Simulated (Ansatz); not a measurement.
Method: Ansatz 0.2.0, DFT PBE, scalar-relativistic, plane waves, PAW. Settings: cutoff 420 eV, Γ-centred meshes spaced at most about 0.3 Å⁻¹, and about 0.25 Å⁻¹ or finer for metals (2π included), Gaussian smearing. Collinear spin in cells that started with moments and kept them past the coarse steps, no spin elsewhere.

All energies are static (0 K, no zero-point motion).

Compare these two cells of CaCoC6N6, each relaxed at this level.

1. (site moments Co 0.7 μB)

```cif
data_structure
_symmetry_space_group_name_H-M 'Fm-3m'
_symmetry_Int_Tables_number 225
_cell_length_a 11.0127
_cell_length_b 11.0127
_cell_length_c 11.0127
_cell_angle_alpha 90.000
_cell_angle_beta 90.000
_cell_angle_gamma 90.000
_cell_volume 1335.62
loop_
_atom_site_label
_atom_site_type_symbol
_atom_site_symmetry_multiplicity
_atom_site_Wyckoff_symbol
_atom_site_fract_x
_atom_site_fract_y
_atom_site_fract_z
_atom_site_occupancy
Ca1 Ca 4 b 0.50000 0.00000 0.00000 1
Co1 Co 4 a 0.00000 0.00000 0.00000 1
C1 C 24 e 0.17113 0.00000 0.00000 1
N1 N 24 e 0.27705 0.00000 0.00000 1
```

2. (site moments Co 0.7 μB)

```cif
data_structure
_symmetry_space_group_name_H-M 'Fm-3m'
_symmetry_Int_Tables_number 225
_cell_length_a 11.2761
_cell_length_b 11.2761
_cell_length_c 11.2761
_cell_angle_alpha 90.000
_cell_angle_beta 90.000
_cell_angle_gamma 90.000
_cell_volume 1433.75
loop_
_atom_site_label
_atom_site_type_symbol
_atom_site_symmetry_multiplicity
_atom_site_Wyckoff_symbol
_atom_site_fract_x
_atom_site_fract_y
_atom_site_fract_z
_atom_site_occupancy
Ca1 Ca 4 a 0.00000 0.00000 0.00000 1
Co1 Co 4 b 0.50000 0.00000 0.00000 1
C1 C 24 e 0.23022 0.00000 0.00000 1
N1 N 24 e 0.33411 0.00000 0.00000 1
```

Problem. Which form is favoured at zero pressure, and by what margin per atom?

Solution. Cell 1 is lower, by 0.30 eV/atom. Cell 1 has space group Fm-3m (No. 225), 23.9 Å³/atom and no gap on its mesh; cell 2 has space group Fm-3m (No. 225), 25.6 Å³/atom and no gap. The shortest distance is 1.17 Å (C–N) in cell 1 and 1.17 Å (C–N) in cell 2. The denser one is the lower, and pressure would at first widen the difference. Even the lower one lies +0.18 eV/atom against the reference forms of the elements (uncorrected), so neither is stable at this level. In cell 1, Ca is surrounded by 6 N at 2.46 Å; Co is surrounded by 6 C at 1.88 Å; C has 1 N at 1.17 Å and 1 Co at 1.88 Å; N is surrounded by 1 C at 1.17 Å and 1 Ca at 2.46 Å. In cell 2, around Ca lie 6 C at 2.60 Å; Co has 6 N at 1.87 Å; C has 1 N at 1.17 Å and 1 Ca at 2.60 Å; N has 1 C at 1.17 Å and 1 Co at 1.87 Å. Both come from invented guesses.

In such compounds of Co a zero gap at this level may well be an artefact, since no Hubbard U is applied. Another magnetic order may lie lower. Cells relaxed within their symmetry can be saddle points.
